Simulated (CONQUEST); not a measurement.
Input and output of a self-consistent single point for SrTiO3 (P4/mmm, 5 atoms in the cell; from Materials Project mp-5229, changed as shown) (CONQUEST).

Method: PBE, numerical atomic orbitals double-zeta with polarisation (the shipped basis), PseudoDojo norm-conserving potentials made for PBE run with CONQUEST.

The change in words: lattice vector c scaled by 1.02. Reference geometry (Pm-3m):
```
SrTiO3
1.0
    3.94909     0.00000     0.00000
    0.00000     3.94909     0.00000
    0.00000     0.00000     3.94909
Sr Ti O
1 1 3
Direct
  0.00000   0.00000   0.00000
  0.50000   0.50000   0.50000
  0.50000   0.00000   0.50000
  0.00000   0.50000   0.50000
  0.50000   0.50000   0.00000
```

Reference input (self-consistent single point, DFT, PBE, numerical atomic orbitals double-zeta with polarisation (the shipped basis), PseudoDojo norm-conserving potentials made for PBE): basis = DZP; Diag.MPMeshX, Y, Z = 6 6 6; potentials = PseudoDojo norm-conserving PBE; Grid.GridCutoff = 140 Ha; DM.SolutionMethod = diagon; Diag.SmearingType = 1; Diag.kT = 0.000367 Ha; Diag.GammaCentred = true; Diag.MPOrder = 0; minE.SCTolerance = 1.0e-07; SC.MaxIters = 100; SC.LinearMixingFactor = 0.5. This run's input differs from it in these lines:

```diff
@@ -38,3 +38,3 @@
      0.000000000      3.949088000      0.000000000
-     0.000000000      0.000000000      3.949088000
+     0.000000000      0.000000000      4.028070000
 5
```

Log, with long lists cut:

```
    new_SC_potl: Starting.  Tolerance:  0.10000E-06

    PulayMixSC: Starting Pulay mixing, A_up =  0.500 A_dn =  0.500
    PulayMixSC: Spin non-polarised calculation.
    PulayMixSC: with Kerker preconditioning, q0 =  0.100
          Harris-Foulkes Energy            :     -3910.308994984056426 eV
          (TS=0 as O(N) or entropic contribution is negligible)
          DFT Total Energy                 :     -3892.318865869735419 eV
          Total number of electrons        :        39.999999999998856
    PulayMixSC: Pulay iteration     1 residual:              0.93191E-02
   [... lines left out ...]
          (TS=0 as O(N) or entropic contribution is negligible)
          DFT Total Energy                 :     -3905.031871383544967 eV
          Total number of electrons        :        39.999997222053622
    PulayMixSC: Pulay iteration    11 residual:              0.26414E-06
          Harris-Foulkes Energy            :     -3905.031871386831881 eV
          (TS=0 as O(N) or entropic contribution is negligible)
          DFT Total Energy                 :     -3905.031871385930117 eV
          Total number of electrons        :        39.999997222762964
    PulayMixSC: Pulay iteration    12 residual:              0.68553E-07
    PulayMixSC: Reached SCF tolerance of  0.68553E-07 after     12 iterations
      | Number of electrons      =        39.999997
      |* band energy as 2Tr[K.H] =      -971.141815332963347 eV
      |  screened ion-ion energy =     -2930.340462298151124 eV
      |  Ha correction           =       -12.047964592758303 eV
      |  XC correction           =         8.498337884682133 eV
      |* Harris-Foulkes energy   =     -3905.031871386831881 eV
      |* DFT total energy        =     -3905.031871385930117 eV
      |  estimated accuracy      =        -0.000000000901778 eV

    force: Forces on atoms (eV/A )
    force:  Atom   X              Y              Z
    force:     1  -0.0000000000  -0.0000000000   0.0000000000
   [... zero for the other atoms too ...]

    force: Maximum force :        0.00000000(eV/A ) on atom         2 in z direction
    force: Force Residual:        0.00000000 eV/A
    force: Total stress:          2.13926663     0.00000000     0.00000000 GPa
                             0.00000000     2.13926663     0.00000000
                             0.00000000     0.00000000     5.63522225
    force: Average pressure:     -3.30458517 GPa

    force: Finished force
    get_E_and_F: Change in energy during last step of electronic optimisation:  0.81201E-10
```

The run converged in 12 iterations. CONQUEST prints the stress tensor with tension positive. Against the reference run the free energy rises by 5.1 meV/atom, the pressure goes from -0.42 to -3.30 GPa and the gap on the mesh goes from 1.706 to 1.632 eV.

The program uses no crystal symmetry, so grid and mesh can part values that symmetry would make equal. The atom-centred basis is finite, which shifts total energies, pressures and gaps against plane waves. The structure comes from a collection of computed structures, made at another level of theory; the collection holds predicted forms beside known ones. Its lattice was then scaled.

Cost on one core: about 10 core-minutes (a rough figure).
